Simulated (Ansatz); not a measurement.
## In2Au: computed property card

In2Au:
Space group Fm-3m (No. 225); a = 6.5358 Å, b = 6.5358 Å, c = 6.5358 Å, α = 90.00°, β = 90.00°, γ = 90.00°

```json
[
 {"atom": "In", "site": "8c", "symmetry": "-43m", "x": "0.2500", "y": "0.2500", "z": "0.2500"},
 {"atom": "Au", "site": "4a", "symmetry": "m-3m", "x": "0.0000", "y": "0.0000", "z": "0.0000"}
]
```
(The calculation used a cell of 3 atoms; values per cell refer to that cell.)

Space group Fm-3m (No. 225), fluorite or antifluorite type; conventional cell a = b = c = 6.536 Å, α = β = γ = 90.00°.

Method: the program Ansatz at the PBEsol level (PAW). Structure relaxed to zero pressure with the same functional. Other levels are named where they apply.

Cell and energy:

| Quantity | Value |
|---|---|
| Volume per atom | 23.27 Å³ |
| Density | 10.15 g/cm³ |
| Formation energy from the elements (no fitted shifts) | -0.25 eV/atom |

Electronic structure:

| Property | Result |
|---|---|
| Electronic character | metallic (no gap) |
| Density of states at the Fermi level | 0.35 states/eV per atom (mean over ±0.08 eV) |
| Gap with spin–orbit coupling | none (metallic) |

Mechanics:

| Property | Value |
|---|---|
| Bulk modulus (Birch–Murnaghan fit) | 69.5 GPa |
| Pressure derivative B′ | 6.3 |
| Elastic constants (relaxed ions, GPa) | C11 = 93.6, C12 = 56.7, C44 = 25.5 |
| Mechanical stability | stable (all eigenvalues of C positive) |
| Hill bulk and shear moduli | 69.0 and 22.4 GPa |
| Young's modulus | 60.6 GPa |
| Poisson's ratio | 0.35 |
| Debye temperature from the elastic constants | 174 K |

Phonons:

| Property | Result |
|---|---|
| Highest zone-centre frequency | 121 cm^-1 |
| Zone-centre stability | no imaginary mode at Γ |

The workflow started from a Materials Project entry (that database holds measured and hypothetical structures alike); the Crystallography Open Database files this formula in space group No. 225, but the cells were not matched. Whether it is the stable phase at ambient conditions was not checked. The cell was relaxed with PBEsol under the symmetry of its start. As this level gives no gap, shear constants depend on the k-mesh and smearing (Fermi–Dirac, 0.1 eV here). As this level gives no gap, phonon frequencies hold no LO–TO term and depend on the k-mesh and smearing (Fermi–Dirac, 0.1 eV here). The references are the lowest solids computed at this level, not always the standard phases. Scalar-relativistic: spin–orbit coupling is off unless named, which matters more the heavier the elements.

Potentials: the later of the program's two PAW sets.
